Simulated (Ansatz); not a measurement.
**Equation of state of GdO under PBEsol**

It takes space group F-43m (No. 216, cubic). The conventional cell has a = 5.400 Å, b = 5.400 Å, c = 5.400 Å, α = 90.00°, β = 90.00°, γ = 90.00°. Around Gd (site symmetry -43m) lie 4 O at 2.34 Å. O (site symmetry -43m) has 4 Gd at 2.34 Å as nearest neighbours.

The cell was scaled at fixed shape and fractions and run with Ansatz, Ansatz PAW, cutoff 420 eV; PBEsol, k mesh 9 × 9 × 9 on the cell of 2 atoms, fermi-dirac occupations of 0.05 eV, collinear spin, ferromagnetic start, no spin-orbit coupling. The potentials were made for PBE. Energies are those that the program minimises, any entropy of the smearing included. For a metal such a mesh isn't converged to the digits shown. The magnetic state is the one that the start led to, which needn't be the lowest. Plain semilocal runs treat an open f shell poorly.

| V (Å³/atom) | energy over the lowest row (meV/atom) |
| --- | --- |
| 18.5020 | 0.69 |
| 18.8957 | 0.00 |
| 19.2893 | 4.36 |
| 19.6830 | 13.32 |
| 20.0767 | ? |
| 20.4703 | 43.24 |
| 20.8640 | 63.29 |

**Question.** Fit the third-order Birch-Murnaghan form, give V0, B0 and B′, and predict the energy left open.

**Answer.** With y = (V0/V)^(2/3), E = E0 + (9 V0 B0/16) [(y - 1)³ B′ + (y - 1)² (6 - 4y)]. Least squares through the rows shown give V0 = 18.7503 Å³/atom, E0 = -0.38 meV, B0 = 103.2 GPa (1 eV/Å³ = 160.218 GPa) and B′ = 4.22, with a largest miss of 0.04 meV. At V = 20.0767 the form with these constants gives 26.45 meV; the run gave 26.40 meV an atom.
